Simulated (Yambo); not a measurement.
Yambo run on AlAs (zinc blende, space group F-43m, No. 216). The wavefunctions come from this Quantum ESPRESSO step (PBE, PseudoDojo stringent norm-conserving files, scalar-relativistic):

```
&CONTROL
  calculation = 'nscf'
  pseudo_dir = './pseudo'
  outdir = './out'
/
&SYSTEM
  ibrav = 0
  nat = 2
  ntyp = 2
  ecutwfc = 104.0
  ecutrho = 416.0
  occupations = 'fixed'
  force_symmorphic = .true.
  nbnd = 203
/
&ELECTRONS
  conv_thr = 2e-09
  diago_full_acc = .true.
  diago_thr_init = 1e-08
/
ATOMIC_SPECIES
Al 26.9815 Al.upf
As 74.9216 As.upf
CELL_PARAMETERS angstrom
  0.000000000000   2.837450714000   2.837450714000
  2.837450714000   0.000000000000   2.837450714000
  2.837450714000   2.837450714000   0.000000000000
ATOMIC_POSITIONS crystal
Al   0.000000000000   0.000000000000   0.000000000000
As   0.250000000000   0.250000000000   0.250000000000
K_POINTS automatic
4 4 4 0 0 0
```

Yambo input:

```
rim_cut
gw0
dyson
el_el_corr
HF_and_locXC
ppa
em1d
RandQpts= 1000000
RandGvec= 1 Ry
EXXRLvcs= 104 Ry
VXCRLvcs= 416 Ry
Chimod= "HARTREE"
% BndsRnXp
 5 | 202 |
%
NGsBlkXp= 15 Ry
% LongDrXp
 1.0 | 1.0 | 1.0 |
%
PPAPntXp= 27.2114 eV
% GbndRnge
 1 | 202 |
%
GTermKind= "BG"
DysSolver= "n"
ExtendOut
% QPkrange
 1 | 1 | 13 | 14 |
 3 | 3 | 13 | 14 |
 7 | 7 | 13 | 14 |
 8 | 8 | 13 | 14 |
%
```

k points by index: 1 = Γ, 3 = L, 7 = X, 8 = W.

Table of the .qp output:

```
#    K-point    Band    Eo [eV]    E [eV]    E-Eo [eV]    Vxc [eV]    Vnlxc [eV]    Sc|Eo [eV]    Sc|E [eV]    dSc/dw|Eo [eV]    Re(Z)    Im(Z)
#
    1    13    0.000000    -0.738053    -0.738053    -13.03830    -14.92496    0.948497    1.148614    -7.377173    0.786713    -0.001518
    1    14    1.991831    2.050054    0.058223    -11.83427    -7.758869    -4.002103    -4.017178    -7.030568    0.794677    -0.001484
    3    13    -0.819061    -1.625028    -0.805966    -12.47731    -14.69900    1.191073    1.415720    -7.583572    0.782046    -0.001580
    3    14    2.117455    2.128084    0.010629    -10.23295    -6.301897    -3.917674    -3.920424    -6.960462    0.796307    -0.001497
    7    13    -2.155110    -3.051446    -0.896336    -11.59328    -14.36313    1.611282    1.873510    -7.960008    0.773678    -0.001213
    7    14    1.452972    1.327452    -0.125520    -8.398076    -4.791872    -3.762324    -3.731724    -6.640366    0.803837    -0.001488
    8    13    -2.796012    -3.682253    -0.886241    -10.71157    -13.46086    1.603406    1.863047    -7.970766    0.773439    -0.001812
    8    14    4.329584    4.299831    -0.029752    -9.877832    -5.713425    -4.201895    -4.194159    -7.105875    0.792933    -0.001378
```
(The two width columns are left out.) Convergence of these settings isn't established.

Spin-orbit coupling is not included.

Geometry relaxed with PBEsol.
